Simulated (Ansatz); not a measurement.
Input and command of a calculation in Ansatz (plane waves; scalar-relativistic PAW potentials unless the input names others):

```yaml
crystal:
  lattice:
    - [0.0, 2.6983227764, 2.6983227764]
    - [2.6983227764, 0.0, 2.6983227764]
    - [2.6983227764, 2.6983227764, 0.0]
  atoms:
    - { symbol: Hf, position: [0.0, 0.0, 0.0] }
    - { symbol: F, position: [0.25, 0.25, 0.25] }
    - { symbol: F, position: [0.75, 0.75, 0.75] }
basis:
  ecutwfc: 420
kpoints:
  mp_grid: { grid: [14, 14, 14] }
hamiltonian:
  xc: pbe
scf:
  occupations: { method: gaussian, width: 0.1 }
  mixing: { algorithm: anderson, beta: 0.5, ndim: 8 }
output:
  forces: true
  eigenvalues: true
  stress: true
```

```bash
ansatz run input.yaml --threads 1 --pin off --max-ram 2560MiB --backend cpu --events-out ev --progress --plain --runs-dir out
```

Abridged log:
```
Pseudopotentials: kind: paw
Pseudopotential: Hf, paw, valence charge 26, recommended cutoff 420 eV (normal)
Pseudopotential: F, paw, valence charge 7, recommended cutoff 420 eV (normal)
Functional definition: PBE
Crystal: 3 atoms, lattice volume = 39.293 Å³
Basis set: ecut = 420 eV, 749 PW (Γ), exchange–correlation on 54×54×54 points (8 copies of the dense FFT grid, shifted against one another)
Bands: 24, of which v1, the nominal top of the filled ones, is band 20 counted from 1 (19 counted from 0)
Symmetry: 48 space group operations
Space group: Fm-3m (ITA 225), of the structure as read, at distance tolerance 3.4e-5 Å
k-points: 104 of 2744
Initial density: superposition of atomic densities (neutral atoms: chi_scale 0, normalization atom), corrected by the library's trained network
Initial wavefunctions: pseudopotential atomic-orbital guess
Functional: x = pbe(κ = 0.804, μ = 0.21951497), c = pbe(β = 0.06672455)
SCF iter   1: F=—  HF=-17338.637241 eV  |F-HF|=—  |Δ(HF+E_count)|=         —  Δρ=5.62e-3  dr2=1.76e-2  ethr=1.77e-3  ⟨swp⟩=4.1  Hψ=8716  notcnv=0
SCF iter   2: F=—  HF=-17338.637268 eV  |F-HF|=—  |Δ(HF+E_count)|=   2.68e-5  Δρ=3.66e-3  dr2=8.67e-3  ethr=4.39e-5  ⟨swp⟩=1.9  Hψ=3586  notcnv=0  κ⁻¹=1.0e0(r=1)
SCF iter   3: F=—  HF=-17338.636791 eV  |F-HF|=—  |Δ(HF+E_count)|=   4.77e-4  Δρ=1.75e-3  dr2=2.11e-3  ethr=2.17e-5  ⟨swp⟩=2.6  Hψ=3251  notcnv=0  κ⁻¹=5.0e-2(r=2)
SCF iter   4: F=—  HF=-17338.636544 eV  |F-HF|=—  |Δ(HF+E_count)|=   2.47e-4  Δρ=1.07e-3  dr2=2.57e-4  ethr=5.27e-6  ⟨swp⟩=2.1  Hψ=4486  notcnv=0  κ⁻¹=4.5e-4(r=3)
SCF iter   5: F=—  HF=-17338.636623 eV  |F-HF|=—  |Δ(HF+E_count)|=   7.92e-5  Δρ=4.46e-4  dr2=5.97e-5  ethr=6.43e-7  ⟨swp⟩=2.0  Hψ=4483  notcnv=0  κ⁻¹=1.7e-4(r=4)
SCF iter   6: F=—  HF=-17338.636805 eV  |F-HF|=—  |Δ(HF+E_count)|=   1.83e-4  Δρ=1.29e-4  dr2=5.28e-6  ethr=1.49e-7  ⟨swp⟩=2.0  Hψ=4496  notcnv=0  κ⁻¹=1.4e-5(r=5)
SCF iter   7: F=—  HF=-17338.636811 eV  |F-HF|=—  |Δ(HF+E_count)|=   5.97e-6  Δρ=1.34e-4  dr2=4.96e-6  ethr=1.32e-8  ⟨swp⟩=2.0  Hψ=4621  notcnv=0  κ⁻¹=5.2e-7(r=6)
SCF iter   8: F=—  HF=-17338.636810 eV  |F-HF|=—  |Δ(HF+E_count)|=   1.44e-6  Δρ=6.78e-5  dr2=1.30e-6  ethr=1.24e-8  ⟨swp⟩=2.2  Hψ=3990  notcnv=0  κ⁻¹=3.3e-7(r=7)
SCF iter   9: F=—  HF=-17338.636809 eV  |F-HF|=—  |Δ(HF+E_count)|=   4.82e-7  Δρ=1.70e-5  dr2=1.06e-7  ethr=3.24e-9  ⟨swp⟩=2.1  Hψ=4557  notcnv=0  κ⁻¹=1.4e-8(r=7)
SCF iter  10: F=-17338.636809 eV  HF=-17338.636809 eV  |F-HF|=2.07e-9  |Δ(HF+E_count)|=   4.57e-8  Δρ=2.51e-6  dr2=1.08e-9  ethr=2.50e-10  ⟨swp⟩=4.5  Hψ=9546  notcnv=0
SCF 1 converged in 10 iterations: F = -17338.636809 eV  dr2 = 1.08e-9
SCF converged after 10 iterations
Stability not checked: this state was not tested for a lower state beside it, because the mixer in use, unlike msr1, does not test its closes by its own steps (another_mixer; see scf.mixing.algorithm and scf.lower_state_search)
Free energy (F): -17338.636809 eV
Harris-Foulkes:  -17338.636809 eV  (|F-HF|=2.07e-9)
Internal energy: -17338.625368 eV  (E = F + TS)
E sigma→0 (E₀):  -17338.631089 eV
Entropy (-TS):   -0.011441 eV (-3.814 meV/atom)
Fermi energy:    16.424062 eV
--- Forces (eV/Å), atoms counted from 1 ---
  atom   1  Hf     0.00000000     0.00000000     0.00000000
  atom   2  F      0.00000000     0.00000000     0.00000000
  atom   3  F      0.00000000     0.00000000     0.00000000
--- Stress (GPa, compression-positive) ---
       -0.006825       0.000000       0.000000
        0.000000      -0.006825       0.000000
        0.000000       0.000000      -0.006825
  P = ⅓ Tr σ = -0.0068 GPa (-0.068 kbar)
```

Apart from outputs, empty bands and the relaxation, which only the reference makes, the input differs from a reference run on usual settings in scf.mixing.algorithm: not typed → "anderson"; scf.mixing.beta: not typed → 0.5; scf.mixing.ndim: not typed → 8. The reference, at the same geometry, ended its own course with pressure -0.01 GPa, largest force 0.000 eV/Å, no gap on the mesh. This run converged in 10 SCF iterations with an energy at zero smearing within 0.01 meV/atom of the reference's, pressure -0.01 GPa, largest force 0.000 eV/Å, no gap on the mesh.

The run took 11 s on 1 thread of Arm Neoverse N1, on a shared host, peak memory 0.36 GiB.